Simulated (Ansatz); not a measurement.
CaH₂O₂:
```xyz
5
Lattice="3.4979 0.0000 0.0000 -1.7489 3.0292 0.0000 0.0000 0.0000 4.6181" Properties=species:S:1:pos:R:3 pbc="T T T"
Ca     0.0000     0.0000     0.0000
H      1.7489     1.0097     2.5038
H      0.0000     2.0195     2.1143
O      1.7489     1.0097     3.4816
O      0.0000     2.0195     1.1364
```

Relaxed with LDA.

Problem. Which orbitals make up the states near the band edges in LDA (plane waves, PAW; program Ansatz)?

Solution. Top 1 eV of the valence band: O 2p 95 %. Bottom 1 eV of the conduction band: Ca 4s 39 %, O 2s 23 %, H 1s 20 %, O 2p 10 %, outside the projected shells 8 %. Projections are on Löwdin-orthogonalised atomic valence shells; empty p or d shells of many metals are not among them.

Problem. Tabulate the density of states.

Solution. States/eV per cell of 5 atoms, in 0.25 eV bins, energy from the valence-band maximum.

```csv
E (eV),total,O 2p,H 1s,Ca 4s
-5.85,0.00,0.00,0.00,0.00
-5.60,0.14,0.09,0.02,0.01
-5.35,0.55,0.38,0.09,0.03
-5.10,1.34,0.93,0.20,0.05
-4.85,3.59,2.52,0.52,0.08
-4.60,2.96,2.11,0.41,0.05
-4.35,4.56,3.33,0.63,0.08
-4.10,1.52,1.13,0.20,0.03
-3.85,0.78,0.59,0.10,0.01
-3.60,0.43,0.32,0.06,0.00
-3.35,0.13,0.10,0.02,0.00
-3.10,0.00,0.00,0.00,0.00
-2.85,0.00,0.00,0.00,0.00
-2.60,0.00,0.00,0.00,0.00
-2.35,0.01,0.01,0.00,0.00
-2.10,0.70,0.59,0.01,0.07
-1.85,1.42,1.23,0.01,0.13
-1.60,1.51,1.34,0.01,0.10
-1.35,6.84,6.38,0.03,0.08
-1.10,8.21,7.72,0.03,0.05
-0.85,4.21,3.96,0.02,0.04
-0.60,3.25,3.10,0.00,0.03
-0.35,4.86,4.70,0.00,0.01
-0.10,0.99,0.97,0.00,0.00
0.15,0.00,0.00,0.00,0.00
0.40,0.00,0.00,0.00,0.00
0.65,0.00,0.00,0.00,0.00
0.90,0.00,0.00,0.00,0.00
1.15,0.00,0.00,0.00,0.00
1.40,0.00,0.00,0.00,0.00
1.65,0.00,0.00,0.00,0.00
1.90,0.00,0.00,0.00,0.00
2.15,0.00,0.00,0.00,0.00
2.40,0.00,0.00,0.00,0.00
2.65,0.00,0.00,0.00,0.00
2.90,0.00,0.00,0.00,0.00
3.15,0.00,0.00,0.00,0.00
3.40,0.00,0.00,0.00,0.00
3.65,0.00,0.00,0.00,0.00
3.90,0.00,0.00,0.00,0.00
4.15,0.00,0.00,0.00,0.00
4.40,0.01,0.00,0.00,0.00
4.65,0.06,0.00,0.01,0.03
4.90,0.11,0.01,0.02,0.04
5.15,0.16,0.02,0.03,0.06
5.40,0.23,0.03,0.05,0.08
5.65,0.40,0.04,0.09,0.10
5.90,1.05,0.08,0.16,0.14
6.15,1.41,0.11,0.24,0.14
6.40,1.40,0.09,0.20,0.10
6.65,2.29,0.16,0.30,0.13
6.90,2.63,0.19,0.33,0.16
7.15,3.50,0.26,0.49,0.26
7.40,3.42,0.26,0.57,0.23
7.65,3.03,0.18,0.48,0.10
7.90,2.39,0.12,0.35,0.06
8.15,1.72,0.06,0.16,0.04
8.40,1.37,0.04,0.10,0.03
8.65,1.29,0.03,0.07,0.02
8.90,1.98,0.07,0.11,0.11
9.15,2.63,0.08,0.15,0.14
```

Space group P-3m1. The workflow started from a Materials Project entry (that database holds measured and hypothetical structures alike); the Crystallography Open Database files this formula in space group No. 164, but the cells were not matched. Its standing as an ambient phase is unchecked. Symmetry was held in the LDA relaxation; whether a distortion lowers the energy is not shown. A crystal of weakly bound layers computed without a dispersion correction: the cell and the soft elastic constants depend strongly on that.

Potentials: the later of the program's two PAW sets.
